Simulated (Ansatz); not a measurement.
With the program Ansatz at the HSE06 level (PAW), SiO$_{2}$ in the tetragonal phase (P4_12_12; Si on 4a, O on 8b) relaxes to a = 5.065 Å, c = 7.080 Å. Si has 4 nearest neighbours from 1.61 Å (tetrahedral); O has 2 nearest neighbours from 1.61 Å (bent).

The Kohn–Sham gap is 7.40 eV (direct). The valence maximum lies at Γ and the conduction minimum at Γ.

An equation-of-state fit gives a bulk modulus of 15.2 GPa. Bader charges are Si +3.36, O -1.68 e.

The measured cell (COD 9009686, doi:10.1063/1.334545; 296 K, pressure taken as ambient) has 14.27 Å³ per atom; the computed volume differs by 6.1 %, which includes thermal expansion and zero-point motion, and at this size may mean another phase or pressure.

The HSE06 relaxation kept the symmetry of its start. The hybrid was solved on a coarse mesh, the path and, where they were found, the r²SCAN edge points; its band edges are the extreme levels among these.

Potentials: the later of the program's two PAW sets.
